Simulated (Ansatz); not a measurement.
# Phonons of LaSb (rocksalt structure)

The computed numbers are results of PBEsol, scalar-relativistic (no spin polarisation) in the plane-wave PAW code Ansatz at 420 eV, Gaussian smearing of 0.15 eV. The datasets are Ansatz's generated set soft_2.

```
CELL_PARAMETERS angstrom
0.00000 3.22673 3.22673
3.22673 0.00000 3.22673
3.22673 3.22673 0.00000
ATOMIC_POSITIONS crystal
La 0.50000 0.50000 0.50000
Sb 0.00000 0.00000 0.00000
```

The start was a prototype's sites filled with these elements; the Crystallography Open Database holds the compound in this structure.

Force constants come from finite displacements in a 2×2×2 supercell (the unit cell's 10×10×10 k-mesh, folded to it); the long-range dipole term is not included. Points in reciprocal vectors of this cell: Γ = (0.000, 0.000, 0.000), X = (0.500, 0.000, 0.500), U = (0.625, 0.250, 0.625), K = (0.375, 0.375, 0.750), L = (0.500, 0.500, 0.500), W = (0.500, 0.250, 0.750).

Question: Is the structure dynamically stable along this path, and where does the spectrum end?

Answer: Yes: no branch is imaginary beyond numerical noise. The highest frequency is 142 cm⁻¹, at L. Points that don't fit the supercell are interpolated.

Frequencies at the named points (cm⁻¹, imaginary ones negative):
```
point               ω (cm⁻¹)
    Γ      0 0 0 126 126 126
    X   58 58 77 126 126 137
    U   73 79 88 119 129 138
    K   73 79 88 119 129 138
    L  97 97 107 107 125 142
    W  75 75 102 105 136 136
```

Question: What does the harmonic approximation give for the vibrational free energy, entropy and heat capacity?

Answer: Zero-point energy 19.3 meV/atom.
```csv
T (K),F_vib (meV/atom),S (J/K per mole of atoms),C_V (J/K per mole of atoms)
100,11.8,18.3,20.6
200,-15.9,33.9,23.8
300,-56.4,43.6,24.4
400,-105.5,50.7,24.6
500,-161.0,56.2,24.7
600,-221.6,60.7,24.8
700,-286.6,64.5,24.8
800,-355.2,67.9,24.9
900,-427.1,70.8,24.9
1000,-501.9,73.4,24.9
```

The highest mode, 142 cm⁻¹, is worth 200 K. At 300 K the heat capacity has reached 98 % of the classical limit 3R = 24.9 J/K per mole of atoms, since all modes lie under k_BT.

The crystal is a metal or nearly so; low and unstable modes depend on mesh and smearing.

Cost: 84 s on 4 threads of Intel(R) Xeon(R) Platinum 8259CL CPU @ 2.50GHz (Skylake/Cascade Lake), with other jobs on the host, peak memory 2.3 GiB.

No spin–orbit coupling, a notable omission for heavy elements.
